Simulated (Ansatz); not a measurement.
# B13C2, first-principles data

B13C2:
```xyz
15
Lattice="2.8179 1.6269 4.0180 -2.8179 1.6269 4.0180 0.0000 -3.2538 4.0180" Properties=species:S:1:pos:R:3 pbc="T T T"
B      0.0000     0.0000     6.0270
B      1.3665    -0.7889     7.7357
B     -1.3665     0.7889     4.3183
B      0.0000     1.5779     7.7357
B      0.0000    -1.5779     4.3183
B     -1.3665    -0.7889     7.7357
B      1.3665     0.7889     4.3183
B     -0.8890     0.5133     1.3652
B      0.8890    -0.5133    10.6888
B      0.0000    -1.0266     1.3652
B      0.0000     1.0266    10.6888
B      0.8890     0.5133     1.3652
B     -0.8890    -0.5133    10.6888
C      0.0000     0.0000     7.4693
C      0.0000     0.0000     4.5847
```

Space group R-3m (No. 166); conventional cell a = 5.6357 Å, b = 5.6357 Å, c = 12.0540 Å, α = 90.00°, β = 90.00°, γ = 120.00°.

Method: PBEsol in the plane-wave PAW code Ansatz. Geometry: relaxed at this level of theory. Other levels are named where they apply.

**Cell and energy**

| Property | Result |
|---|---|
| Volume per atom | 7.37 Å³ |
| Density | 2.47 g/cm³ |
| Formation energy from the elements (no fitted shifts) | -0.066 eV/atom |

**Electronic structure**

| Property | Value |
|---|---|
| Electronic character | metallic (no gap) |
| Density of states at the Fermi level | 0.23 states/eV per atom (mean over ±0.08 eV) |

**Mechanics**

| Property | Result |
|---|---|
| Bulk modulus (Birch–Murnaghan fit) | 226 GPa |
| Pressure derivative B′ | 3.5 |
| Elastic constants (relaxed ions, GPa) | C11 = 517, C12 = 126, C13 = 82.2, C14 = 11.5, C33 = 449, C44 = 109 |
| Mechanical stability | stable (all eigenvalues of C positive) |
| Hill bulk and shear moduli | 228 and 155 GPa |
| Young's modulus | 379 GPa |
| Poisson's ratio | 0.22 |
| Debye temperature from the elastic constants | 1340 K |

**Phonons**

| Quantity | Result |
|---|---|
| Highest zone-centre frequency | 46.48 THz |
| Zone-centre stability | no imaginary mode at Γ |

The first step of the workflow began from a Materials Project structure, measured or hypothetical; the Crystallography Open Database copy checked does not list it. Its standing as an ambient phase is unchecked. The cell was relaxed with PBEsol under the symmetry of its start. As this level gives no gap, shear constants depend on the k-mesh and smearing (Fermi–Dirac, 0.1 eV here). As this level gives no gap, phonon frequencies hold no LO–TO term and depend on the k-mesh and smearing (Fermi–Dirac, 0.1 eV here). On the denser mesh and wider smearing of the elastic run this cell carries a stress of 0.4 GPa. The references are the lowest solids computed at this level, not always the standard phases.

Potentials: the later of the program's two PAW sets.
